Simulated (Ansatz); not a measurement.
Relaxed-ion elastic tensor of PbSe (rock salt, Fm-3m) in GPa (Voigt order), r²SCAN (plane waves, PAW; program Ansatz); density 8.06 g/cm³, 29.47 Å³ per atom.

```json
[
 {"": "1", "1": "128", "2": "13.3", "3": "13.3", "4": "0.0", "5": "0.0", "6": "0.0"},
 {"": "2", "1": "13.3", "2": "128", "3": "13.3", "4": "0.0", "5": "0.0", "6": "0.0"},
 {"": "3", "1": "13.3", "2": "13.3", "3": "128", "4": "0.0", "5": "0.0", "6": "0.0"},
 {"": "4", "1": "0.0", "2": "0.0", "3": "0.0", "4": "18.3", "5": "0.0", "6": "0.0"},
 {"": "5", "1": "0.0", "2": "0.0", "3": "0.0", "4": "0.0", "5": "18.3", "6": "0.0"},
 {"": "6", "1": "0.0", "2": "0.0", "3": "0.0", "4": "0.0", "5": "0.0", "6": "18.3"}
]
```

Task: Is the crystal mechanically stable?

Result: Yes: the smallest eigenvalue of C is 18.3 GPa.

Task: Work out the Voigt, Reuss and Hill averages.

Result: K_V = 51.5, K_R = 51.5, K_H = 51.5; G_V = 33.9, G_R = 25.1, G_H = 29.5 GPa.

Task: Give Young's modulus, Poisson's ratio, Pugh's ratio and the universal anisotropy index.

Result: E = 9KG/(3K + G) = 74.4 GPa; ν = 0.26; K/G = 1.75 (near the Pugh limit of 1.75, no verdict); A_U = 5G_V/G_R + K_V/K_R − 6 = 1.74.

Task: Estimate the sound speeds and the Debye temperature.

Result: v_l = √((K + 4G/3)/ρ) = 3360 m/s, v_t = √(G/ρ) = 1910 m/s, mean 2130 m/s; Θ = (h/k)(3n/4πV)^(1/3) v_m = 205 K.

Task: Give the Zener ratio and Young's modulus along [100], [110] and [111].

Result: A = 2C44/(C11 − C12) = 0.32; 1/E = S11 − 2(S11 − S12 − S44/2)Γ with Γ = 0, 1/4, 1/3 gives 125, 57.9, 49.1 GPa.

The cell was relaxed with r²SCAN under the symmetry of its start. The volume moved by -16 % from the start of the relaxation. Spin–orbit coupling is left out wherever it is not named.

Potentials: the later of the program's two PAW sets.
